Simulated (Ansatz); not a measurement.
GaSb (zinc blende)

```yaml
crystal:
  lattice:
    - [0.00000, 3.10704, 3.10704]
    - [3.10704, 0.00000, 3.10704]
    - [3.10704, 3.10704, 0.00000]
  atoms:
    - { symbol: Sb, position: [0.75000, 0.75000, 0.75000] }
    - { symbol: Ga, position: [0.00000, 0.00000, 0.00000] }
```

This relaxed cell (volume V₀) is scaled evenly in all directions, its shape held. Symmetry pins the atoms to their sites.

All values below come from PBE (plane waves to 420 eV, PAW, scalar-relativistic; Ansatz, a quantum-chemistry and plane-wave program). k mesh 13×13×13 (Γ-centred), Fermi-Dirac smearing 0.05 eV. The energy includes the smearing's −TS. Compression counts positive. At this level the bands of GaSb touch or barely overlap; measurements give the solid a gap. GaSb was relaxed with its symmetry unable to fall. Spin-orbit coupling is left out, though Sb is heavy. The PAW data are Ansatz's earlier set. The zero of ΔE is the relaxed starting cell. The last digit holds for this mesh only.

```json
[
 {"V (Å³/atom)": "25.195", "ΔE (meV/atom)": "149.9"},
 {"V (Å³/atom)": "26.155", "ΔE (meV/atom)": "89.3"},
 {"V (Å³/atom)": "27.115", "ΔE (meV/atom)": "46.9"},
 {"V (Å³/atom)": "28.075", "ΔE (meV/atom)": "19.5"},
 {"V (Å³/atom)": "29.035", "ΔE (meV/atom)": "4.6"},
 {"V (Å³/atom)": "29.994", "ΔE (meV/atom)": "0.0"},
 {"V (Å³/atom)": "30.954", "ΔE (meV/atom)": "4.0"},
 {"V (Å³/atom)": "31.914", "ΔE (meV/atom)": "15.2"},
 {"V (Å³/atom)": "32.874", "ΔE (meV/atom)": "withheld"},
 {"V (Å³/atom)": "33.834", "ΔE (meV/atom)": "54.2"},
 {"V (Å³/atom)": "34.794", "ΔE (meV/atom)": "80.1"}
]
```

Question: Fit a third-order Birch-Murnaghan form (E₀, V₀, B₀, B₀′ free) to the given rows and predict ΔE at V = 32.874.

Answer: Least squares on the 10 given rows: ΔE = E₀ + (9V₀B₀/16)·y²·[2 + (B₀′ − 4)y], y = (V₀/V)^(2/3) − 1, with V₀ = 29.997 Å³/atom, B₀ = 44.58 GPa (160.2 GPa = 1 eV/Å³; the term in eV is multiplied by 1000), B₀′ = 4.80, E₀ = 0.04 meV/atom; root-mean-square residual 0.04 meV/atom. At 32.874 the fit gives 32.2 meV/atom; the calculation gives 32.2 meV/atom, the same to the digits shown. For the pressure the fit gives -3.3 GPa against the computed -3.3 GPa.

(Under strain, the slope of the energy per volume gives the stress and its curvature an elastic modulus.)
